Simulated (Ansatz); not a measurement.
Computed with Ansatz 0.2.0, DFT PBE, scalar-relativistic, plane waves, PAW. Settings: cutoff 420 eV, Γ-centred meshes spaced at most about 0.3 Å⁻¹ (2π included), Gaussian smearing. No spin polarisation in the final relaxations.

Temperature and zero-point effects are left out. All come from trial cells, and lower structures may exist.

Problem. Which of these relaxed structures of Mg3Cd2S5 is the lowest in energy?
A. Space group I-4m2 (No. 119), tetragonal, a = 4.100 Å, c = 28.814 Å. Mg on a site of symmetry 2mm has 4 S at 2.47–2.48 Å; Mg on a site of symmetry -4m2 has 4 S at 2.47 Å; Cd has 4 S at 2.56 Å; around S on a site of symmetry 2mm lie 2 Mg at 2.47 Å and 2 Cd at 2.56 Å; 2 more sites not described.
B. Space group I4/mmm (No. 139), tetragonal, a = 3.781 Å, c = 26.788 Å. Mg on a site of symmetry 4mm has 6 S at 2.59–2.67 Å; Mg on a site of symmetry 4/mmm has 6 S at 2.58–2.67 Å; around Cd lie 6 S at 2.67–2.81 Å; S on a site of symmetry 4mm is surrounded by 5 Cd at 2.67–2.81 Å and 1 Mg at 2.67 Å; 2 more sites not described.

Solution. A. It has Mg and Cd ordered on zinc blende sites, space group I-4m2 (No. 119); the next, B, with Mg and Cd ordered on rock salt sites, space group I4/mmm (No. 139), lies 61 meV/atom higher. Counting S atoms around Cd and Mg (those within 1.25 times the shortest such distance or 1.15 times the sum of covalent radii, 1.27 where that leaves under three), the lowest has Mg 4, Cd 4 and the next has Mg 6, Cd 6.

Some structure types and database cells were kept out of the candidates from the start, so a known form may be missing.
